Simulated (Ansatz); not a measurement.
Question: Name crystals whose computed values (PBEsol (plane waves, PAW; program Ansatz)) fall in these windows: Θ_D (K) 290 to 410; B₀ by P(V) fit (GPa) 120 to 170; G_Hill (GPa) 41 to 58.

Answer: 

```
crystal         Θ_D (K)  B₀ by P(V) fit (GPa)  G_Hill (GPa)
--------------  -------  --------------------  ------------
CdO, rock salt      346                   145          48.5
```
Others may fit too.

The cell was relaxed under the symmetry of its start. Spin–orbit coupling is left out wherever it is not named.

Potentials: the later of the program's two PAW sets.
